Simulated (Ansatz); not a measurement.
The start is a generated trial cell of TiSi2 in the AFLOW prototype AB2_hP9_162_ad_k (as in V2N). A full variable-cell relaxation at zero pressure is run with PBE (plane waves to 420 eV, PAW, scalar-relativistic; Ansatz, a quantum-chemistry and plane-wave program). The first steps use a coarse 5×5×5 k-mesh.

The start:
```
TiSi2
1.0
    5.45361     0.00000     0.00000
   -2.72681     4.72297     0.00000
    0.00000     0.00000     5.06653
Si Ti
6 3
Cartesian
  0.88621   1.53496   1.37810
  3.68119   0.00000   1.37810
 -1.84059   3.18800   1.37810
 -0.88621   1.53496   3.68843
  1.84059   3.18800   3.68843
  1.77242   0.00000   3.68843
  0.00000   0.00000   0.00000
  2.72681   1.57432   2.53326
  0.00000   3.14865   2.53326
```

```json
{
  "initial_pressure": "+55 GPa (positive: the cell is compressed)",
  "largest_initial_force": "about 2.9 eV/Å, on Si1, Si2, Si3, Si4, Si5, Si6 (atoms numbered as listed)",
  "volume_change": "+55.8 %, from 14.50 to 22.59 Å³/atom",
  "band_gap_at_the_end": "no gap (metallic)",
  "optimiser_moves": "20"
}
```

The end point of the relaxation:

Space group P-31m (No. 162); a = b = 6.1853 Å, c = 6.1355 Å, α = β = 90.00°, γ = 120.00°

| atom | site | symmetry | x | y | z |
|---|---|---|---|---|---|
| Si | 6k | ..m | 0.2491 | 0.2491 | 0.6705 |
| Ti | 1a | -3.m | 0.0000 | 0.0000 | 0.0000 |
| Ti | 2d | 3.2 | 0.3333 | 0.6667 | 0.5000 |

Final values are on a 9×9×8 k-mesh of the relaxed cell. No spin polarisation in the result.

The run could not lower the symmetry of its start; a shaken copy of this end point relaxes with PBE to P-1 (No. 2), 0.55 eV/atom lower.

The relaxed structure here is a generated cell of TiSi2: the first start was made by placing the elements on the sites of a structure type, and the end was not matched to a known phase here, so it may be hypothetical. Known forms of TiSi2 include space group No. 63, 70.
